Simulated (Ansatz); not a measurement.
**Slab of fcc Al (100), 5 layers**

The slab is cut from the fcc crystal, the stable phase, as relaxed on PAW files (15.80 Å³/atom), with 16 Å of vacuum and a dipole correction:

```yaml
crystal:
  lattice:
    - [2.81683, 0.00000, 0.00000]
    - [0.00000, 2.81683, 0.00000]
    - [0.00000, 0.00000, 23.96720]
  atoms:
    - { symbol: Al, position: [0.00000, 0.00000, 0.33379] }
    - { symbol: Al, position: [0.50000, 0.50000, 0.41689] }
    - { symbol: Al, position: [0.00000, 0.00000, 0.50000] }
    - { symbol: Al, position: [0.50000, 0.50000, 0.58311] }
    - { symbol: Al, position: [0.00000, 0.00000, 0.66621] }
```

All numbers are LDA results (scalar-relativistic) from Ansatz 0.2.0, with a Γ-centred 14×14×1 k mesh, Fermi–Dirac smearing of 0.08 eV, no spin polarisation. Methods: LAPW: all electrons, basis error target 1 meV/atom; PAW: frozen-core files, cutoff 420 eV.

The bulk energy comes from a cell in the slab's orientation on a 14×14×10 mesh. The surface energy is (E(slab) − N·E(bulk))/2A at zero smearing, the mean of both faces; thin slabs carry quantum-size effects.

The PAW files were made under PBE. The cell is 1×1, so reconstructions are forbidden, and in slabs of four or five layers the relaxations can be far larger than at a real surface.

Question: As cut, the LAPW slab lies 1.076 eV above 5 atoms of bulk. What surface energy is that?

Answer: Over two faces of 7.93 Å² it is 67.8 meV/Å², and times 16.02 J/m² per eV/Å² that gives γ = 1.086 J/m².

Question: What do relaxation and the other method give, and what work function comes out?

Answer: 

```json
{"method": "LAPW", "γ as cut (J/m²)": "1.086", "γ relaxed (J/m²)": "1.082", "Φ as cut (eV)": "4.45", "Φ relaxed (eV)": "4.44"}
{"method": "PAW", "γ as cut (J/m²)": "1.088", "γ relaxed (J/m²)": "1.084", "Φ as cut (eV)": "4.45", "Φ relaxed (eV)": "4.44"}
```

Question: How do the spacings between the planes relax?

Answer: From the bottom face up: d12 +1.4 % of 1.992 Å, d23 +1.9 % of 1.992 Å, d34 +1.9 % of 1.992 Å, d45 +1.4 % of 1.992 Å.

Question: A field of 0.5 V/Å is applied along the normal, atoms held. What follows?

Answer: LAPW finds an induced dipole of 0.2501 e·Å a cell (PAW 0.2501), that is 11.41 Å for 4πα over the area, against 8.10 Å between the outer atoms.

Question: What changes if the images along the normal are cut off in place of the dipole correction?

Answer: LAPW then gives: no gap, work function 4.44 eV; PAW: no gap, work function 4.44 eV.

Question: A 2p core hole is made on one atom of each kind in every 1×1 cell (PAW hole dataset, neutral cell, valence without spin). What does it cost by layer?

Answer: layer 1 72.80 eV, layer 2 72.80 eV, layer 3 72.80 eV. Shifts between layers mean more than the absolute values, and a whole layer of holes screens otherwise than one hole.
